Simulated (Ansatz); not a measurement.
Relaxed-ion elastic tensor of SiO₂ (rutile, space group No. 136) in GPa (Voigt order), r²SCAN (plane waves, PAW; program Ansatz); density 4.27 g/cm³, 7.79 Å³ per atom.

```tsv
	1	2	3	4	5	6
1	452	203	195	0.0	0.0	0.0
2	203	452	195	0.0	0.0	0.0
3	195	195	766	0.0	0.0	0.0
4	0.0	0.0	0.0	257	0.0	0.0
5	0.0	0.0	0.0	0.0	257	0.0
6	0.0	0.0	0.0	0.0	0.0	322
```

Question: Is the crystal mechanically stable?

Answer: Yes: the smallest eigenvalue of C is 250 GPa.

Question: Work out the Voigt, Reuss and Hill averages.

Answer: K_V = 318, K_R = 303, K_H = 310; G_V = 239, G_R = 214, G_H = 226 GPa.

Question: Give Young's modulus, Poisson's ratio, Pugh's ratio and the universal anisotropy index.

Answer: E = 9KG/(3K + G) = 546 GPa; ν = 0.21; K/G = 1.37 (brittle by the Pugh limit of 1.75); A_U = 5G_V/G_R + K_V/K_R − 6 = 0.64.

Question: Estimate the sound speeds and the Debye temperature.

Answer: v_l = √((K + 4G/3)/ρ) = 12000 m/s, v_t = √(G/ρ) = 7280 m/s, mean 8050 m/s; Θ = (h/k)(3n/4πV)^(1/3) v_m = 1210 K.

Question: Solve the Christoffel equation for the three sound speeds along x, y, z.

Answer: Eigenvalues of C_ijkl n_j n_l equal ρv². In km/s, slowest first: x 7.76, 8.68, 10.29; y 7.76, 8.68, 10.29; z 7.76, 7.76, 13.40.

Question: How much does each axis shrink under pressure?

Answer: Linear compressibilities β_i = Σ_j S_ij (j = 1 to 3): x 1.3, y 1.3, z 0.62 per TPa.

Space group P4_2/mnm (rutile). This is a known high-pressure phase of the composition, computed here at zero pressure and temperature. Symmetry was held in the r²SCAN relaxation; whether a distortion lowers the energy is not shown. The volume moved by 38 % from the start of the relaxation.

Potentials: the later of the program's two PAW sets.
